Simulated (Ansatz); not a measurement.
The start is a generated cell, Pd placed in the AFLOW prototype A_hR12_166_2h (as in B). Cell shape, volume and atoms are optimised at zero target pressure with r2SCAN (plane waves to 500 eV, PAW, scalar-relativistic; Ansatz, a program for electronic structure). The first steps use a coarse 5×5×5 k-mesh.

Input geometry:
```yaml
crystal:
  lattice:
    - [3.10264, 1.79131, 5.29563]
    - [-3.10264, 1.79131, 5.29563]
    - [0.00000, -3.58262, 5.29563]
  atoms:
    - { symbol: Pd, position: [0.01040, 0.65729, 0.01040] }
    - { symbol: Pd, position: [0.01040, 0.01040, 0.65729] }
    - { symbol: Pd, position: [0.65729, 0.01040, 0.01040] }
    - { symbol: Pd, position: [0.98960, 0.34271, 0.98960] }
    - { symbol: Pd, position: [0.98960, 0.98960, 0.34271] }
    - { symbol: Pd, position: [0.34271, 0.98960, 0.98960] }
    - { symbol: Pd, position: [0.22060, 0.63230, 0.22060] }
    - { symbol: Pd, position: [0.22060, 0.22060, 0.63230] }
    - { symbol: Pd, position: [0.63230, 0.22060, 0.22060] }
    - { symbol: Pd, position: [0.77940, 0.36770, 0.77940] }
    - { symbol: Pd, position: [0.77940, 0.77940, 0.36770] }
    - { symbol: Pd, position: [0.36770, 0.77940, 0.77940] }
```

Initial pressure: +124 GPa (positive: the cell is compressed)
Largest initial force: about 12.4 eV/Å, on Pd7, Pd8, Pd9, Pd10, Pd11, Pd12 (atoms numbered as listed)
Outcome: The space group stays R-3m (No. 166) (the run could not lower it), with 12 atoms in the primitive cell
Energy released: 2.33 eV/atom
Shortest distances (start → end): The closest pairs of elements (up to four, under 3.6 Å), start → end: Pd–Pd 2.16 → 2.50 Å
Band gap at the end: no gap (metallic)
Optimiser moves: 17

The end point of the relaxation:

```cif
data_Pd36
_chemical_formula_sum 'Pd36'
_space_group_name_H-M_alt 'R-3m :H'
_space_group_IT_number 166
_space_group_name_Hall '-R 3 2"'
_cell_length_a 6.45593
_cell_length_b 6.45593
_cell_length_c 19.22454
_cell_angle_alpha 90.000
_cell_angle_beta 90.000
_cell_angle_gamma 120.000
loop_
_atom_site_label
_atom_site_type_symbol
_atom_site_symmetry_multiplicity
_atom_site_Wyckoff_symbol
_atom_site_fract_x
_atom_site_fract_y
_atom_site_fract_z
_atom_site_occupancy
Pd1 Pd 18 h 0.26807 0.13403 0.22885 1
Pd2 Pd 18 h 0.19881 0.39762 0.03707 1
```
(The calculation used a cell of 12 atoms; values per cell refer to that cell.)

Final values are on a 7×7×7 k-mesh of the relaxed cell. No spin polarisation in the result.

The run could not lose the symmetry of its start: the end is stationary, and may be a saddle point rather than a minimum.

The relaxed structure here is a generated cell of Pd: the first start was made by placing the elements on the sites of a structure type, and the end was not matched to a known phase here, so it may be hypothetical. Known forms of Pd include space group No. 225.
